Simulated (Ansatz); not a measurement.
Starting cell, Rh (fcc, Cu type):

```xyz
4
Lattice="3.8303 0.0000 0.0000 0.0000 3.8303 0.0000 0.0000 0.0000 3.8303" Properties=species:S:1:pos:R:3 pbc="T T T"
Rh     0.0000     0.0000     0.0000
Rh     1.9151     1.9151     0.0000
Rh     1.9151     0.0000     1.9151
Rh     0.0000     1.9151     1.9151
```

Scan: atom 1 (Rh, nearest neighbour Rh at 2.708 Å; its periodic images, 3.8 Å or more away, move with it) is displaced towards the nearest neighbour, direction (-0.707, -0.707, 0.000) in Cartesian axes, by s. The other atoms stay.

Method: PBE (plane waves to 420 eV, PAW, scalar-relativistic; Ansatz, a first-principles code). k mesh 10×10×10 (Γ-centred), Fermi-Dirac smearing 0.05 eV. Left out: 4 of 11 points, with atoms too close for the PAW data. With partly filled bands, energies and forces of such displacements shift with the k mesh and the smearing. F∥ is the force on the atom along that direction. Rh is run without spin polarisation. Rh was relaxed with its symmetry unable to fall. The PAW data are Ansatz's earlier set. 

```
s (Å)   F∥ (eV/Å)
------  ---------
-0.486      7.496
-0.324      4.133
-0.162      1.818
0.000       0.000
0.162      -1.818
0.324      -4.133
0.486      -7.496
```

Task: What is the force constant k = d²E/ds² of this move at s = 0?

Result: 10.7 eV/Å². The forces along the line at the two nearest points give (1.818 − (-1.818)) / (2·0.162) = 11.22 eV/Å²; the next pair corrects for the finite step.

(A displaced cell: forces are minus the slopes of the energy, force constants its curvatures, and phonons follow from these.)
